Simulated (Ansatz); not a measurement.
## ZrZnOs4, a known structure type with other elements, at an estimated volume

```
Os Zr Zn
1.0
     0.00000    3.60820    3.60820
     3.60820    0.00000    3.60820
     3.60820    3.60820    0.00000
Os Zr Zn
4 1 1
Direct
  0.62500 0.62500 0.62500
  0.12500 0.62500 0.62500
  0.62500 0.62500 0.12500
  0.62500 0.12500 0.62500
  0.00000 0.00000 0.00000
  0.25000 0.25000 0.25000
```

Level: PBEsol, spin-orbit coupling; 420 eV; 8×8×8 Γ-centred mesh; fermi-dirac occupations (width 0.1 eV); Ansatz 0.2.0, fixed geometry.

The state carries no moments; the state need not be the lowest.

Task: What happens at the Fermi level?

Result: It is a metal, with about 5.6 states/eV a cell as the mean within 0.25 eV of the Fermi level, mostly Os d (83 %).

Task: Where is the largest force?

Result: The largest is on Os2 (and as large on other atoms): 0.39 eV/Å, components (-0.22, 0.22, 0.22). It makes 145° with the line to a nearest neighbour, Os1 at 2.55 Å, pointing away from it.

Task: Give the Bader charges.

Result: Bader charges in e: Zr +1.63, Zn +0.50, Os -0.53. In the mean Zr gives up most and Os takes most.

Task: Is it stable against the elements?

Result: 0.12 eV an atom against the elements' usual phases (free molecules for gases, crystals otherwise, with no correction for O₂ or N₂), so at this geometry it isn't bound against them. Relaxing would lower it.

Task: Is the cell too large or too small?

Result: The pressure is 6.2 GPa (compression positive), so with the atoms held at these fractions the cell would first expand.

Origin: a known structure type with other elements, at an estimated volume, so it need not be a known compound.
